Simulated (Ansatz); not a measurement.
# LaAs: strain and displacement

```
La As
1.0
     0.00000    3.06250    3.06250
     3.06250    0.00000    3.06250
     3.06250    3.06250    0.00000
La As
1 1
Direct
  0.00000 0.00000 0.00000
  0.50000 0.50000 0.50000
```

Atoms are numbered in the order listed.

The cell is COD entry 9008656, as deposited and not checked against the literature; nothing was relaxed.

No spin–orbit coupling, which matters for the heavy atoms here.

All numbers below come from DFT, PBEsol, all-electron LAPW, scalar-relativistic (Ansatz 0.2.0).

Numerical set-up: a Γ-centred 12×12×12 k mesh, Fermi–Dirac smearing of 0.05 eV, basis error target 1 meV/atom, no spin polarisation.

The unchanged cell is at -0.49 GPa.

In a metal, stresses and small energies carry noise from the k mesh.

x, y and z are the Cartesian axes of the cell as listed; fractional coordinates follow a strain, and an engineering shear is twice the off-diagonal strain component.

Question: With this change (equal xy, yz and zx engineering shear strains of -2 %), what becomes of the energy and stress?

Answer: Energy change +3 meV/atom; stress change (xx, yy, zz, yz, xz, xy) -0.01, -0.01, -0.01, 0.55, 0.55, 0.55 GPa, compression positive.

With equal xy, yz and zx engineering shear strains of -1 %: energy change under 1 meV/atom; stress change (xx, yy, zz, yz, xz, xy) 0.00, 0.00, 0.00, 0.28, 0.28, 0.28 GPa, compression positive.

Question: With this change (equal xy, yz and zx engineering shear strains of +1 %), what becomes of the energy and stress?

Answer: Energy change under 1 meV/atom; stress change (xx, yy, zz, yz, xz, xy) 0.00, 0.00, 0.00, -0.29, -0.29, -0.29 GPa, compression positive.

Question: With this change (equal xy, yz and zx engineering shear strains of +2 %), what becomes of the energy and stress?

Answer: Energy change +3 meV/atom; stress change (xx, yy, zz, yz, xz, xy) -0.01, -0.01, -0.01, -0.60, -0.60, -0.60 GPa, compression positive.
